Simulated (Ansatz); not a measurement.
Level of theory: DFT PBE, scalar-relativistic, plane waves, PAW (Ansatz 0.2.0). All cells share a 420 eV cutoff and Γ-centred k meshes spaced about 0.3 Å⁻¹ or finer (0.25 for metals, 2π included). No spin polarisation.

Temperature and zero-point effects are left out.

Two forms of BeTe3 were relaxed alike.

A.

```
Be Te
1.0
     3.90958    0.00000    0.00000
     0.00000    3.90958    0.00000
     0.00000    0.00000    7.76500
Be Te
1 3
Direct
  0.00000 0.00000 0.00000
  0.50000 0.00000 0.18184
  0.00000 0.50000 0.81816
  0.50000 0.50000 0.50000
```

B.

```
Be Te
1.0
     5.70854    0.00000    0.00000
     0.00000    5.70854    0.00000
     0.00000    0.00000    8.28793
Be Te
2 6
Direct
  0.00000 0.00000 0.00000
  0.50000 0.50000 0.00000
  0.72582 0.77418 0.83368
  0.27418 0.22582 0.83368
  0.77418 0.27418 0.16632
  0.22582 0.72582 0.16632
  0.50000 0.00000 0.36996
  0.00000 0.50000 0.63004
```

**Question.** Which would you expect to be lower, and how large is the difference?

**Answer.** B is lower, by 164 meV/atom. A has space group P-4m2 (No. 115), 29.7 Å³/atom and no gap on its mesh; B has space group P-42_1m (No. 113), 33.8 Å³/atom and a gap of 0.17 eV. B holds Te–Te units of three or more atoms (shortest 2.78 Å); in A the shortest Te–Te distance is 3.15 Å, near bonding range too. In A, Be has 4 Te at 2.41 Å; Te on a site of symmetry 2mm has 2 Be at 2.41 Å and 2 Te at 3.15 Å; Te on a site of symmetry -4m2 has 4 Te at 3.15 Å. In B, Be has 4 Te at 2.45 Å; Te on a site of symmetry m is surrounded by 2 Be at 2.45 Å and 1 Te at 2.78 Å; Te on a site of symmetry 2mm is surrounded by 2 Te at 2.78 Å. Both come from trial cells of a structure search.

Weakly bound directions are ill-defined at this level, which has no dispersion term (P-42_1m), and this can change margins and order among such cells. These runs have no spin–orbit coupling, which can matter for Te. Kohn–Sham gaps at this level usually fall short of measured ones. The missing spin–orbit coupling can work the other way here. Small gaps are read on the mesh alone, and bands can cross between its points. With atoms moved at random, B (by 7 meV/atom) fell into a lower structure. A had no clear such test and can be a saddle point.
